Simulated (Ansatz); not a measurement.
Quadrupolar parameters in K₂Pb₃C₃O₉F₂

The cell is a Materials Project structure (computed, not necessarily an observed phase), taken as it stands.

Space group P6_3/mmc (No. 194); a = 5.3761, c = 23.6209 Å, γ = 120.00°.

```csv
site,Wyckoff,site symmetry,x,y,z
K,4f,3m.,0.3333,0.6667,0.8468
Pb5,2c,-6m2,0.6667,0.3333,0.7500
Pb7,4f,3m.,0.6667,0.3333,0.9519
C11,4e,3m.,0.0000,0.0000,0.9348
C15,2b,-6m2,0.0000,0.0000,0.7500
O17,12k,.m.,0.7200,0.8600,0.9351
O29,6h,mm2,0.7202,0.8601,0.7500
F,4f,3m.,0.6667,0.3333,0.8542
```

One atom of each set is listed.

Method: Kohn–Sham DFT in Ansatz, PBE, plane waves and PAW, scalar-relativistic, 420 eV cutoff, Γ-centred 5×5×1 k-points, Fermi–Dirac smearing 0.02 eV.

V_zz is the principal component of the electric field gradient with the largest magnitude, η = (V_xx − V_yy)/V_zz and C_Q = eQV_zz/h. ν_Q = 3|C_Q|/[2I(2I − 1)].

K-41: I = 3/2, Q = 73.40 mb; O-17: I = 5/2, Q = -25.58 mb. Nuclear quadrupole moments: year-2017 set (Pyykkö).

Problem. Give the quadrupolar parameters of the distinct sites.

Solution. 

```
site  atoms                                             first shell  C_Q (MHz)     η  ν_Q (MHz)
   K      4                       6 O at 2.76–2.91 Å, 3 F at 3.11 Å      -3.42  0.00       1.71
 O17     12  1 C at 1.30 Å; also 3 Pb at 2.73–3.22 Å, 1 K at 2.76 Å      -6.69  0.63       1.00
 O29      6       1 C at 1.30 Å; also 2 Pb at 2.70 Å, 2 K at 2.91 Å      -6.70  0.64       1.00
```

An axis of threefold or higher order runs through K, so V_zz lies along it and η is zero. At O17 and O29 V_zz points along its bond to C (within 3°) in each case.

Pb, C, F have no stable isotope with a ground-state quadrupole moment in the table, so these sites are left out.

The largest force is 0.4 eV/Å, so the atoms aren't at the calculated equilibrium and relaxing them would move these values.
